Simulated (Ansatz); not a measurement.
The start is a generated cell, ZnS placed in the wurtzite structure type. A full variable-cell relaxation at zero pressure is run with r2SCAN (plane waves to 500 eV, PAW, scalar-relativistic; Ansatz, a quantum-chemistry and plane-wave program). First-step values are on the input's coarse k-mesh.

Ansatz input (later rounds restart from its end on a renewed k-mesh):
Ansatz 0.2 input:
```yaml
crystal:
  lattice:
    - [3.8226999, 0, 0]
    - [-1.9113499, 3.3105552, 0]
    - [0, 0, 6.2607]
  atoms:
    - { symbol: Zn, position: [0.66666667, 0.33333333, 0] }
    - { symbol: Zn, position: [0.33333333, 0.66666667, 0.5] }
    - { symbol: S, position: [0.66666667, 0.33333333, 0.6252] }
    - { symbol: S, position: [0.33333333, 0.66666667, 0.1252] }
basis: { ecutwfc: 500, ecutrho_ratio: 4, xc_grid: 4, fft_grid_basis: typed }
kpoints: { mp_grid: { grid: [7, 7, 4] } }
hamiltonian:
  xc: r2scan
  dispersion: none
  pseudopotentials: { azcp: { folder: ./paw }, kind: paw }
scf: { occupations: { method: fermi_dirac, width: 0.05 } }
relax: { f_tol: 0.01, max_steps: 100, cell: { stress_tol: 0.02 } }
output: { forces: true, stress: true }
```

Q: By how much does the energy per atom fall from start to end?

A: 0.001 eV/atom.

Q: How does the volume change?

A: -1.0 %, from 19.81 to 19.60 Å³/atom.

Q: Is the relaxed structure metallic? Give its gap.

A: 2.77 eV, direct at Γ (no spin-orbit coupling).

Q: Give the final cell and atomic positions.

A: 
Space group P6₃mc (No. 186); a = b = 3.8070 Å, c = 6.2462 Å, α = β = 90.00°, γ = 120.00°

```csv
atom,site,symmetry,x,y,z
Zn,2b,3m.,0.3333,0.6667,0.4997
S,2b,3m.,0.3333,0.6667,0.1255
```

The space group stays P6₃mc (No. 186) (the run could not lower it); the end is wurtzite type, with 4 atoms in the primitive cell. Final values are on a 10×10×6 k-mesh of the relaxed cell. No spin polarisation in the result.

The run could not lose the symmetry of its start; a randomly shaken copy of 4 atoms returns to this structure.
